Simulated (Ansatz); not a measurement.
Relaxing an invented SiGe₅ structure

Method: Ansatz, DFT PBE, scalar-relativistic, plane waves, PAW. Cutoff 420 eV, Gaussian smearing, Γ-centred meshes. Cell and atoms relax first on a coarse mesh and then on a finer one. In between, the cell is made exact in the group found at 0.06 Å. In metals the finer mesh still leaves noise of several meV/atom or more. The steps can't lower the symmetry of their start. No spin polarisation.

A trial structure of SiGe₅ was built thus: random cell by space group and Wyckoff sites (F-43m, No. 216). Lengths were set from tabulated atomic sizes, so they are only a guess.

```cif
data_structure
_symmetry_space_group_name_H-M 'F-43m'
_symmetry_Int_Tables_number 216
_cell_length_a 7.7149
_cell_length_b 7.7149
_cell_length_c 7.7149
_cell_angle_alpha 90.000
_cell_angle_beta 90.000
_cell_angle_gamma 90.000
_cell_volume 459.19
loop_
_atom_site_label
_atom_site_type_symbol
_atom_site_symmetry_multiplicity
_atom_site_Wyckoff_symbol
_atom_site_fract_x
_atom_site_fract_y
_atom_site_fract_z
_atom_site_occupancy
Si1 Si 4 d 0.25000 0.25000 0.75000 1
Ge1 Ge 16 e 0.41194 0.08806 0.41194 1
Ge2 Ge 4 c 0.25000 0.25000 0.25000 1
```

Formation energies are uncorrected and refer to the elements' standard structures at the same level.

**Question.** Which structure results?

**Answer.** The symmetry stays F-43m (No. 216). The volume per atom grows by 70.4 %, from 19.1 to 32.6 Å³. The shortest distance goes from 1.92 Å (Ge–Ge) to 2.42 Å (Ge–Ge). The energy falls by about 2.7 eV/atom (the start's value is from the coarse mesh). The end is written in a standard setting, so origin, axes and order of atoms can differ from the start's. Conventional cell: a = 9.216 Å. Around Si lie 12 Ge at 3.77 Å (long against covalent radii, as for large ions); Ge on a site of symmetry 3m is surrounded by 4 Ge at 2.42–2.56 Å and 3 Si at 3.77 Å; Ge on a site of symmetry -43m is surrounded by 4 Ge at 2.42 Å.

```
Si Ge
1.0
     0.00000    4.60779    4.60779
     4.60779    0.00000    4.60779
     4.60779    4.60779    0.00000
Si Ge
1 5
Cartesian
  2.3039 2.3039 2.3039
  8.3095 5.5139 5.5139
  5.5139 8.3095 5.5139
  5.5139 5.5139 8.3095
  8.3095 8.3095 8.3095
  6.9117 6.9117 6.9117
```

**Question.** How does it come out in energy, and is it a metal?

**Answer.**

- Formation energy: +1.07 eV/atom
- Gap on the 8×8×8 mesh of the 6-atom cell: 0 eV (a metal)

The separate elements lie lower, so it is unstable against them.

The last run used Gaussian smearing of 0.10 eV. Si stands nearly free of neighbours here, and without spin polarisation the energy of such atoms comes out too high. A structure relaxed within its symmetry needn't be a true minimum. In all, the 3 runs took 2.6 min on 1 thread of Arm Neoverse V1, with other jobs on the host. Another cell of SiGe5 relaxed alike, in I4/mmm, lies 0.69 eV/atom lower, so this cell isn't the stable form at this level.
